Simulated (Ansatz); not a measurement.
BN (zinc blende, F-43m), r²SCAN in the plane-wave PAW code Ansatz. The conduction-band minimum lies at X, with 3 equivalent valleys. Second derivatives d²E/dk² of the lowest band at one valley (eV·Å²), along Cartesian directions:

```
direction  d²E/dk²
---------  -------
[100]        8.746
[010]        26.11
[001]        26.11
[110]        17.43
[101]        17.43
[011]        26.10
```

Find the principal effective masses, the density-of-states mass and the conductivity mass.

Off-diagonal terms follow from H_xy = H[110] − (H_xx + H_yy)/2, and m*/mₑ = 7.620 eV·Å² over each eigenvalue: 0.29, 0.29, 0.87. One valley's DOS mass (m₁m₂m₃)^(1/3) = 0.42, conductivity mass 3/(Σ 1/mᵢ) = 0.37 mₑ.

What effective density of states Nc follows at 300 K for parabolic valleys?

Nc = 2.509e19 × 3 × (0.42)^(3/2) ≈ 2.0e19 cm⁻³.

The r²SCAN relaxation kept the symmetry of its start.

Potentials: the later of the program's two PAW sets.

Edges and masses are those of Kohn–Sham bands, whose gap is no quasiparticle gap.
